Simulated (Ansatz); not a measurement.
WB$_{2}$ (space group P6_3/mmc)

```
WB2
1.0
    3.00258     0.00000     0.00000
   -1.50129     2.60031     0.00000
    0.00000     0.00000    13.92404
B W
8 4
Direct
  0.33333   0.66667   0.52344
  0.66667   0.33333   0.47656
  0.66667   0.33333   0.02344
  0.33333   0.66667   0.97656
  0.00000   0.00000   0.25000
  0.00000   0.00000   0.75000
  0.66667   0.33333   0.25000
  0.33333   0.66667   0.75000
  0.33333   0.66667   0.13563
  0.66667   0.33333   0.86437
  0.66667   0.33333   0.63563
  0.33333   0.66667   0.36437
```

The slice is a (0001) plane (indices of the conventional cell) through the point (0.667, 0.333, 0.636) (fractional), spanned by u = [110] and v = [1 -1 0] in vectors of this cell: u (3.00 Å) and v (5.20 Å, at 90° to u). It covers one period; positions are fractions (u, v).

All values below come from PBEsol (plane waves to 420 eV, PAW, scalar-relativistic; Ansatz, an electronic-structure program). k mesh 14×14×3. Inside the PAW spheres the values are not all-electron values, and peaks at nuclei hang on which shells count as valence. Spin-orbit coupling is left out, though W is heavy. WB2 is run without spin polarisation. WB2 was relaxed with its symmetry unable to fall.

**Question.** Predict the map of the electrostatic potential energy of an electron, from the cell's mean on the slice.

**Answer.** 
```tsv
v \ u	0.00	0.14	0.29	0.43	0.57	0.71	0.86
0.92	x	x	<4.0	10.3	10.3	<4.0	x
0.83	<4.0	<4.0	7.4	12.4	12.4	7.4	<4.0
0.75	9.3	10.0	10.5	9.7	9.7	10.5	10.0
0.67	12.7	10.5	<4.0	<4.0	<4.0	<4.0	10.5
0.58	11.5	5.4	<4.0	x	x	<4.0	5.4
0.50	10.5	<4.0	x	x	x	x	<4.0
0.42	11.7	5.6	<4.0	x	x	<4.0	5.6
0.33	13.0	10.7	<4.0	<4.0	<4.0	<4.0	10.7
0.25	9.5	10.2	10.5	9.5	9.5	10.5	10.2
0.17	<4.0	<4.0	7.3	12.2	12.2	7.3	<4.0
0.08	x	x	<4.0	10.1	10.1	<4.0	x
0.00	x	x	<4.0	8.6	8.6	<4.0	x
```

Values: electrostatic potential energy of an electron, from the cell's mean, in eV. Points within 0.7 Å of a nucleus are blanked (x), as the pseudised field means little there. Values under 4 eV are set to 4. The zero, the cell's mean, hangs on the PAW cores.
